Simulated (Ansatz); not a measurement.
**Trial inputs on BiTe**

All trials start from this Ansatz input:

```yaml
crystal:
  lattice:
    - [0.0, 3.235, 3.235]
    - [3.235, 0.0, 3.235]
    - [3.235, 3.235, 0.0]
  atoms:
    - { symbol: Bi, position: [0.0, 0.0, 0.0] }
    - { symbol: Te, position: [0.5, 0.5, 0.5] }
basis:
  ecutwfc: 420
kpoints:
  mp_grid: { grid: [4, 4, 4] }
hamiltonian:
  xc: pbe
scf:
  occupations: { method: gaussian, width: 0.1 }
output:
  forces: true
  stress: true
  eigenvalues: true
```

Command:

```bash
ansatz run input.yaml --threads 1 --pin off --max-ram 1331MiB --backend cpu --events-out ev --progress --plain --runs-dir out
```

The run converges in 7 SCF iterations on 8 irreducible k-points: pressure 0.65 GPa, no gap.

The inputs are trials, many of them unsound on purpose. Their numbers show the effect of the settings and aren't properties of the material. Each trial's input is given as a difference from the reference's; energies are extrapolated to zero smearing where there is one, and pressure is positive in compression.

Trial 1:

```diff
-basis:
-  ecutwfc: 420
+basis: {}
 kpoints:
-  mp_grid: { grid: [4, 4, 4] }
+  mp_grid: { grid: [2, 2, 2] }
 scf:
+  eigensolver: { kind: davidson, full_accuracy: true }
+  max_iter: 87
```

The run converges in 9 SCF iterations on 3 irreducible k-points: energy 770 meV per atom above the reference, pressure 6.38 GPa, no gap.

Trial 2:

```diff
-basis:
-  ecutwfc: 420
+basis: {}
 hamiltonian:
-  xc: pbe
+  xc: lda
+  pseudopotentials: { kind: nc }
```

The run converges in 7 SCF iterations on 8 irreducible k-points: at 1120 eV, the cutoff that these potentials take when none is typed, pressure -2.94 GPa, no gap.

Trial 3 (one atom moved):

```diff
 crystal:
   atoms:
-    - { symbol: Te, position: [0.5, 0.5, 0.5] }
+    - { symbol: Te, position: [0.4690880989, 0.5309119011, 0.5309119011] }
 scf:
+  n_extra_bands: 2
+  convergence: { dr2_threshold: "1e-3 eV" }
```

The run converges in 6 SCF iterations on 13 irreducible k-points: energy 33.6 meV per atom above the reference, pressure 1.58 GPa, largest force 0.648 eV/Å, no gap. It warns that the SCF threshold is loose for the forces; that the SCF threshold is loose for the stress.

Trial 4 (strained):

```diff
 crystal:
   lattice:
-    - [0.0, 3.235, 3.235]
-    - [3.235, 0.0, 3.235]
-    - [3.235, 3.235, 0.0]
+    - [0.1921092991, 3.2156838276, 3.410806511]
+    - [3.1976371395, 0.211425171, 3.391490639]
+    - [3.2858775009, 3.2846083171, 0.1231848096]
 output:
-  forces: true
-  stress: true
+  forces: false
+  stress: false
```

The run converges in 7 SCF iterations on 36 irreducible k-points: energy 28.0 meV per atom above the reference, no gap.

Trial 5:

```diff
 scf:
+  max_iter: 72
+magnetization:
+  spin_polarized: true
+  noncollinear: true
```

The program refuses the input:

```text
Error: inconsistent input (magnetization.noncollinear, magnetization.spin_polarized): are mutually exclusive — non-collinear runs carry the full vector magnetisation; drop spin_polarized
```

Trial 6:

```diff
 crystal:
   atoms:
-    - { symbol: Te, position: [0.5, 0.5, 0.5] }
+    - { symbol: Te, position: [0.5, 0.5, 0.5], spin: 5.0 }
 basis:
-  ecutwfc: 420
+  ecutwfc: "0.4 keV"
 kpoints:
-  mp_grid: { grid: [4, 4, 4] }
+  mp_grid: { grid: [4, 4, 4], shift: [0.25, 0.25, 0.25] }
+  band_path: { path: ["Γ", Z9, X], npoints: 5 }
 scf:
-  occupations: { method: gaussian, width: 0.1 }
+  occupations: { method: fermi_dirac, width: 0.27 }
+  lower_state_search: "off"
+  n_extra_bands: 30
+  max_iter: 78
 output:
+  populations: true
+magnetization:
+  spin_polarized: true
```

The program refuses the input:

```text
Error: YAML parse error: error: line 10 column 12: unknown unit factor `keV`
```

Next try, with these keys changed back:

```diff
 basis:
-  ecutwfc: "0.4 keV"
+  ecutwfc: 420
```

The program refuses the input:

```text
Error: YAML parse error: error: line 13 column 22: kpoints.band_path.path[1]: unknown high-symmetry label `Z9` — for an off-label point use a fractional reciprocal coordinate `[kx, ky, kz]`, each a number such as 0.5 or 1/3
```

Trial 7 (origin moved):

```diff
 crystal:
   atoms:
-    - { symbol: Bi, position: [0.0, 0.0, 0.0] }
-    - { symbol: Te, position: [0.5, 0.5, 0.5] }
+    - { symbol: Bi, position: [0.875, 0.833, 0.585] }
+    - { symbol: Te, position: [1.375, 1.333, 1.085] }
 scf:
-  occupations: { method: gaussian, width: 0.1 }
+  occupations: { method: fermi_dirac, width: "3000 K" }
```

The run converges in 6 SCF iterations on 8 irreducible k-points: energy 15.7 meV per atom below the reference, pressure 1.06 GPa, no gap.

Trial 8:

```diff
 kpoints:
-  mp_grid: { grid: [4, 4, 4] }
+  mp_grid: { kspacing: 0.44 }
 scf:
-  occupations: { method: gaussian, width: 0.1 }
+  occupations: { method: fermi_dirac, width: "0.005 Ry" }
```

The run converges in 6 SCF iterations on 8 irreducible k-points: energy 2.45 meV per atom below the reference, pressure 0.75 GPa, no gap.